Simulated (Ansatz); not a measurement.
TiRh (P4/mmm), stationary points along a deformation path

Level of theory: Ansatz, DFT r2SCAN, scalar-relativistic, plane waves, PAW. Cutoff 500 eV, Γ-centred 18×18×16 k-points, Gaussian smearing of 0.15 eV. No spin polarisation. Energies are free energies at this smearing, counted from the undisturbed cell; pressure is positive in compression.

Reference structure (as given, not relaxed at this level; it stands at -3.0 GPa, and it needn't be the usual structure):

```
CELL_PARAMETERS angstrom
2.98800 0.00000 0.00000
0.00000 2.98800 0.00000
0.00000 0.00000 3.35000
ATOMIC_POSITIONS crystal
Ti 0.50000 0.50000 0.50000
Rh 0.00000 0.00000 0.00000
```

At fixed volume and fractional coordinates, lengths along (0.000, 0.000, 1.000) are scaled against those across it; ρ is that ratio over its starting value. V = 14.955 Å³/atom. Δσ is the stress along the axis less the mean stress across it (compression positive).

| ρ | ΔE (meV/atom) | Δσ (GPa) | space group |
| --- | --- | --- | --- |
| 0.800 | 19.5 | 6.33 | P4/mmm |
| 0.850 | 13.5 | -2.13 | P4/mmm |
| 0.920 | 15.9 | 2.49 | P4/mmm |
| 0.960 | 7.4 | 3.40 | P4/mmm |
| 1.000 | 0.0 | 2.08 | P4/mmm |
| 1.050 | 0.0 | -2.70 | P4/mmm |
| 1.100 | 16.7 | -8.97 | P4/mmm |
| 1.200 | 95.3 | -19.72 | P4/mmm |
| 1.300 | 211.5 | -25.53 | P4/mmm |

How does the stress give the slope of the energy, and where is the energy stationary?

Along the path d ln(length) is 2/3 d ln ρ on the axis and −1/3 d ln ρ across it, so dE/d ln ρ = −(2/3) V Δσ: the energy falls with ρ where Δσ is positive. Δσ vanishes or changes sign between ρ = 0.800 and 0.850, a minimum (near 0.84 by linear interpolation); between ρ = 0.850 and 0.920, a maximum (near 0.88 by linear interpolation); between ρ = 1.000 and 1.050, a minimum (near 1.02 by linear interpolation). Pairs of stationary points between two samples would go unseen, and could change a minimum read from distant neighbours into a maximum.

Integrate that slope from ρ = 1 to 1.200 by the trapezoid rule.

With V/N in Å³ and 1 eV/Å³ = 160.2 GPa the slopes at ρ = 1.000, 1.050, 1.100, 1.200 are -129, 168, 558, 1227 meV/atom per unit of ln ρ. The steps add 0.9 + 16.9 + 77.7 = 95.5 meV/atom, against 95.3 from the energies; the trapezoid rule misses the curvature of the slope within each step.

In a metal these slopes depend on the k mesh and the smearing.

Cost: 9 runs of about 4.5 core-minutes in all, on Arm Neoverse V2 (shared hosts).